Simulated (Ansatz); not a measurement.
## Ansatz 0.2.0, relaxation: Bi$_{2}$PdPt$_{4}$

input.yaml:

```yaml
crystal:
  lattice:
    - [0.0, 0.0, 6.413358]
    - [4.679505, -4.679505, 3.206679]
    - [4.679505, 4.679505, -3.206679]
  atoms:
    - { symbol: Bi, position: [0.3222, 0.8556, 0.5] }
    - { symbol: Bi, position: [0.1778, 0.5, 0.8556] }
    - { symbol: Bi, position: [0.6778, 0.1444, 0.5] }
    - { symbol: Bi, position: [0.8222, 0.5, 0.1444] }
    - { symbol: Pd, position: [0.1699, 0.0, 0.0] }
    - { symbol: Pd, position: [0.6699, 0.0, 0.0] }
    - { symbol: Pt, position: [0.248, 0.112, 0.308] }
    - { symbol: Pt, position: [0.36, 0.692, 0.112] }
    - { symbol: Pt, position: [0.052, 0.888, 0.692] }
    - { symbol: Pt, position: [0.94, 0.308, 0.888] }
    - { symbol: Pt, position: [0.748, 0.692, 0.888] }
    - { symbol: Pt, position: [0.86, 0.888, 0.308] }
    - { symbol: Pt, position: [0.552, 0.308, 0.112] }
    - { symbol: Pt, position: [0.44, 0.112, 0.692] }
  symmetry: { tolerance: 0.0003 }
kpoints:
  mp_grid: { grid: [4, 4, 4], shift: [0, 0, 0] }
magnetization:
  spin_polarized: false
scf:
  occupations: { method: cold, width: 0.0109 }
  lower_state_search: "off"
hamiltonian:
  pseudopotentials: { kind: paw }
  xc: pbe
basis:
  ecutwfc: 420
  fft_grid_basis: typed
relax:
  max_steps: 60
  cell: { p_target: 20.0 }
  f_tol: 0.03
output:
  forces: true
  stress: true
  eigenvalues: true
  bader: true
  populations: true
  elf: true
  write_potential: true
  volumetric_format: npy
  dos:
    e_range: [-12, 8]
    de: 0.05
    projected: { site_lists: { Bi: [Bi], Pd: [Pd], Pt: [Pt] } }
  write_density: true
checkpoint:
  read: saved_state
```

The command:

```bash
ansatz run input.yaml --threads 2 --pin off --max-ram 2560MiB --backend cpu --events-out ev --progress --plain --runs-dir out
```

Origin of the cell: a known structure type with other elements, at an estimated volume, so it need not be a known compound.

The saved state is a converged single point of the same cell.

Steps («new basis» is an SCF on plane waves selected anew at the same cell):

```json
{"step": "1", "ΔH (meV/atom)": "0.0", "max force component (eV/Å)": "6.983", "P (GPa)": "65.69", "volume (Å³)": "280.88", "SCF iterations": "8", "step was": "accepted"}
{"step": "2", "ΔH (meV/atom)": "-1004.2", "max force component (eV/Å)": "1.629", "P (GPa)": "18.19", "volume (Å³)": "309.54", "SCF iterations": "11", "step was": "accepted"}
{"step": "3", "ΔH (meV/atom)": "-1266.9", "max force component (eV/Å)": "1.687", "P (GPa)": "16.33", "volume (Å³)": "295.88", "SCF iterations": "11", "step was": "accepted"}
{"step": "4", "ΔH (meV/atom)": "-1487.0", "max force component (eV/Å)": "2.003", "P (GPa)": "17.21", "volume (Å³)": "281.21", "SCF iterations": "9", "step was": "accepted"}
{"step": "5", "ΔH (meV/atom)": "-1660.4", "max force component (eV/Å)": "2.054", "P (GPa)": "20.11", "volume (Å³)": "267.09", "SCF iterations": "11", "step was": "accepted"}
{"step": "6", "ΔH (meV/atom)": "-1800.3", "max force component (eV/Å)": "1.775", "P (GPa)": "21.24", "volume (Å³)": "258.02", "SCF iterations": "8", "step was": "accepted"}
{"step": "7", "ΔH (meV/atom)": "-1932.0", "max force component (eV/Å)": "1.004", "P (GPa)": "21.92", "volume (Å³)": "250.62", "SCF iterations": "7", "step was": "accepted"}
{"step": "8", "ΔH (meV/atom)": "-2015.6", "max force component (eV/Å)": "0.350", "P (GPa)": "28.35", "volume (Å³)": "239.14", "SCF iterations": "8", "step was": "accepted"}
{"step": "9", "ΔH (meV/atom)": "-2020.4", "max force component (eV/Å)": "0.353", "P (GPa)": "14.46", "volume (Å³)": "252.32", "SCF iterations": "6", "step was": "accepted"}
{"step": "10", "ΔH (meV/atom)": "-2033.6", "max force component (eV/Å)": "0.069", "P (GPa)": "21.90", "volume (Å³)": "243.54", "SCF iterations": "6", "step was": "accepted"}
{"step": "11", "ΔH (meV/atom)": "-2035.0", "max force component (eV/Å)": "0.120", "P (GPa)": "19.03", "volume (Å³)": "246.75", "SCF iterations": "7", "step was": "accepted"}
{"step": "12", "ΔH (meV/atom)": "-2035.9", "max force component (eV/Å)": "0.037", "P (GPa)": "20.11", "volume (Å³)": "246.24", "SCF iterations": "5", "step was": "accepted"}
{"step": "13", "ΔH (meV/atom)": "-2036.0", "max force component (eV/Å)": "0.023", "P (GPa)": "19.96", "volume (Å³)": "246.31", "SCF iterations": "5", "step was": "accepted"}
{"step": "14", "ΔH (meV/atom)": "-2036.0", "max force component (eV/Å)": "0.008", "P (GPa)": "19.98", "volume (Å³)": "246.26", "SCF iterations": "5", "step was": "accepted"}
{"step": "15", "ΔH (meV/atom)": "-2036.1", "max force component (eV/Å)": "0.008", "P (GPa)": "20.00", "volume (Å³)": "246.26", "SCF iterations": "6", "step was": "new basis"}
{"step": "16", "ΔH (meV/atom)": "-2036.1", "max force component (eV/Å)": "0.005", "P (GPa)": "19.98", "volume (Å³)": "246.31", "SCF iterations": "5", "step was": "accepted"}
{"step": "17", "ΔH (meV/atom)": "-2036.1", "max force component (eV/Å)": "0.005", "P (GPa)": "19.98", "volume (Å³)": "246.31", "SCF iterations": "4", "step was": "new basis"}
```

The starting structure.

Space group I4cm (No. 108); the run's cell has a = 6.413 Å, b = 7.354 Å, c = 7.354 Å, α = 100.96°, β = 115.85°, γ = 64.15°. Shortest distances: Pd–Pt 2.17 Å, Bi–Pt 2.33 Å, Pt–Pt 2.54 Å, Pd–Pd 3.21 Å.

After:

Space group I4/mcm (No. 140); the run's cell has a = 4.818 Å, b = 7.545 Å, c = 7.545 Å, α = 95.85°, β = 108.62°, γ = 71.38°. Shortest distances: Pd–Pd 2.41 Å, Pt–Pt 2.65 Å, Pd–Pt 2.67 Å, Bi–Pt 2.83 Å, Bi–Bi 3.55 Å.

```
CELL_PARAMETERS angstrom
0.00000 0.00000 4.81803
5.05585 -5.05585 2.40902
5.05585 5.05585 -2.40902
ATOMIC_POSITIONS crystal
Bi 0.44516 0.75835 0.50000
Bi 0.20351 0.50000 0.75835
Bi 0.70351 0.24165 0.50000
Bi 0.94516 0.50000 0.24165
Pd 0.32434 0.00000 0.00000
Pd 0.82434 0.00000 0.00000
Pt 0.17560 0.11164 0.31439
Pt 0.28723 0.68561 0.11164
Pt 0.97285 0.88836 0.68561
Pt 0.86121 0.31439 0.88836
Pt 0.67560 0.68561 0.88836
Pt 0.78723 0.88836 0.31439
Pt 0.47285 0.31439 0.11164
Pt 0.36121 0.11164 0.68561
```

* Enthalpy lowered by: 2036.1 meV/atom
* Volume change: -12.31 %
* Final pressure: 19.98 GPa
* Relaxation steps listed: 17

Caveats: no moments, though an odd count or open d shells may carry them; no spin-orbit coupling, though heavy elements are present; the given cell is far from equilibrium, with atoms too close or a volume far off; the k mesh is coarse if the cell is a metal; the relaxation held the start's symmetry, so the end may be a saddle point.

It ran for 20 min on 2 threads of Arm Neoverse N1, with other jobs on the host, peak memory 1.1 GiB, from a saved density.
